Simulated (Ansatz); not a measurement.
ZnCu₂SnS₄ (kesterite type, space group I-4)

```
CELL_PARAMETERS angstrom
     -2.73416     2.73416     5.46742
      2.73416    -2.73416     5.46742
      2.73416     2.73416    -5.46742
ATOMIC_POSITIONS crystal
  Cu 0.00000 0.00000 0.00000
  Cu 0.75000 0.25000 0.50000
  Zn 0.25000 0.75000 0.50000
  Sn 0.50000 0.50000 0.00000
  S  0.63688 0.62894 0.52462
  S  0.10432 0.11226 0.47538
  S  0.37106 0.89568 0.00794
  S  0.88774 0.36312 0.99206
```

Equation-of-state scan: isotropic scaling of the cell above, V₀ being its volume. The atoms relax within the cell's symmetry.

Method: PBE (plane waves to 420 eV, PAW, scalar-relativistic; Ansatz, an electronic-structure program). k mesh 9×9×9 (Γ-centred), Fermi-Dirac smearing 0.05 eV. Energies are smeared free energies. Compression counts positive. At this level the bands of ZnCu2SnS4 touch or barely overlap; measurements give the solid a gap. ZnCu2SnS4 is run without spin polarisation. ZnCu2SnS4 was relaxed with its symmetry unable to fall. ΔE is measured from the relaxed starting cell.

### Question
What ΔE (meV/atom) and P (GPa) does the calculation give at V/V₀ = 0.960, 0.980, 1.020, 1.030, 1.050?

### Answer
| V/V₀ | ΔE (meV/atom) | P (GPa) |
|---|---|---|
| 0.960 | 7 | 3.1 |
| 0.980 | 2 | 1.4 |
| 1.020 | 2 | -1.3 |
| 1.030 | 4 | -1.9 |
| 1.050 | 10 | -2.9 |

(Under strain, the slope of the energy per volume gives the stress and its curvature an elastic modulus.)
